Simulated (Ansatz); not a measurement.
Total density of states per atom from DFT-LDA in the program Ansatz with PAW potentials, in 0.25 eV bins, energy from the Fermi level:

```
E (eV) | states/eV/atom
    -7.85 | # 0.07
    -7.60 | # 0.09
    -7.35 | # 0.11
    -7.10 | # 0.15
    -6.85 | #### 0.39
    -6.60 | ################ 1.76
    -6.35 | ######################## 2.61
    -6.10 | ############################ 2.98
    -5.85 | ################### 2.03
    -5.60 | ################ 1.71
    -5.35 | ######################### 2.76
    -5.10 | ######################## 2.57
    -4.85 | ############################# 3.11
    -4.60 | ############################ 3.00
    -4.35 | ######################### 2.72
    -4.10 | ##################### 2.31
    -3.85 | ###################### 2.33
    -3.60 | ##################### 2.33
    -3.35 | ####################### 2.45
    -3.10 | ############################## 3.25
    -2.85 | ######################## 2.65
    -2.60 | ## 0.24
    -2.35 | ## 0.23
    -2.10 | ## 0.22
    -1.85 | ## 0.22
    -1.60 | ## 0.22
    -1.35 | ## 0.23
    -1.10 | ## 0.23
    -0.85 | ## 0.24
    -0.60 | ## 0.25
    -0.35 | ## 0.26
    -0.10 | ## 0.27
     0.15 | ## 0.27
     0.40 | ## 0.26
     0.65 | ## 0.25
     0.90 | ## 0.24
     1.15 | ## 0.25
     1.40 | ## 0.25
     1.65 | ## 0.26
     1.90 | ## 0.25
     2.15 | ## 0.24
     2.40 | ## 0.24
     2.65 | ## 0.24
     2.90 | ## 0.21
     3.15 | ## 0.19
     3.40 | ## 0.18
     3.65 | ## 0.18
     3.90 | ## 0.20
     4.15 | ## 0.17
     4.40 | # 0.15
     4.65 | ## 0.18
```

### Question
Which compound is it?
A) AgI, rock salt
B) AgI, wurtzite
C) Re, dhcp (α-La type)
D) Ag, dhcp (α-La type)

### Answer
D, Ag, dhcp (α-La type). Within 0.5 eV of the Fermi level: Ag 5s 52 %, Ag 4d 19 %, outside the projected shells 29 %. Projections are on Löwdin-orthogonalised atomic valence shells; empty p or d shells of many metals are not among them.

Space group P6_3/mmc (dhcp (α-La type)). The workflow started from a Materials Project entry (that database holds measured and hypothetical structures alike); the Crystallography Open Database files this formula in space group No. 194, but the cells were not matched. It is not the phase usual at ambient conditions (space group No. 225). Symmetry was held in the LDA relaxation; whether a distortion lowers the energy is not shown. No spin polarisation was allowed. Scalar-relativistic: spin–orbit coupling is off unless named, which matters more the heavier the elements.

Potentials: the earlier of the program's two PAW sets. The files were generated under PBE; for other functionals the program regenerates the frozen cores, and for LDA and PBEsol the local potential too.
